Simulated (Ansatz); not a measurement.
**Vibrations of NbCd$_{3}$ (Pm-3m) by finite displacements**

```xyz
4
Lattice="4.1851 0.0000 0.0000 0.0000 4.1851 0.0000 0.0000 0.0000 4.1851" Properties=species:S:1:pos:R:3 pbc="T T T"
Nb    0.0000    0.0000    0.0000
Cd    0.0000    2.0926    2.0926
Cd    2.0926    0.0000    2.0926
Cd    2.0926    2.0926    0.0000
```

Conventional cell: a = 4.185 Å, b = 4.185 Å, c = 4.185 Å, α = 90.00°, β = 90.00°, γ = 90.00°. Nb (atom 1) is surrounded by 12 Cd at 2.96 Å. Cd (atom 2) is surrounded by 4 Nb at 2.96 Å and 8 Cd at 2.96 Å.

Computed, not measured; unless marked otherwise by LDA, all-electron LAPW in Ansatz 0.2.0, scalar-relativistic. k mesh 8×8×8, Fermi-Dirac smearing of 0.100 eV, basis error target 1 meV/atom. The cell was relaxed by PAW under this functional. The structure is one entry of a database and needn't be the stable phase.

Atoms are displaced by 0.01 Å in the primitive cell, which gives the zone-centre modes alone. Negative values stand for unstable modes.

Problem. Is the structure dynamically stable at these wave vectors?

Solution. Yes, no mode is unstable there; wave vectors off this mesh aren't tested.

Problem. How do the optical zone-centre modes decompose, and which are active?

Solution. Point group m-3m: Γ_opt = T2u + 2T1u.

| label | cm⁻¹ | activity | mostly |
| --- | --- | --- | --- |
| T2u | 110.8 | silent | Cd (100 %) |
| T1u | 129.4 | IR | Cd (79 %) |
| T1u | 197.5 | IR | Nb (58 %) |

In a metal the activity is that of symmetry alone; free carriers screen the infrared modes.

Problem. How well do frozen-core PAW files reproduce these all-electron values?

Solution. With a cutoff of 420 eV and displacements of 0.0025 Å, the r.m.s. difference over the modes is 0.1 cm⁻¹; the largest difference is 197.4 (PAW) against 197.5 cm⁻¹ (LAPW).

Problem. The cell is scaled evenly to 71.105 and 75.504 Å³ (from 73.305), with free atoms relaxed and the shape held. What are the mode Grüneisen parameters γ = −d ln ω/d ln V?

Solution. For the highest mode, 210.7 cm⁻¹ in the small cell and 185.1 in the large one give γ ≈ 2.16. From the change of the dynamical matrix on each mode:

```
point   cm⁻¹     γ
Gamma  110.8  2.28
Gamma  129.4  1.67
Gamma  197.5  2.16
```

Limits of these numbers: responses of metals move with mesh and smearing; zone-boundary modes aren't tested; the frozen-core PAW files of the compared runs were fitted under PBE, their cores solved anew for this functional.
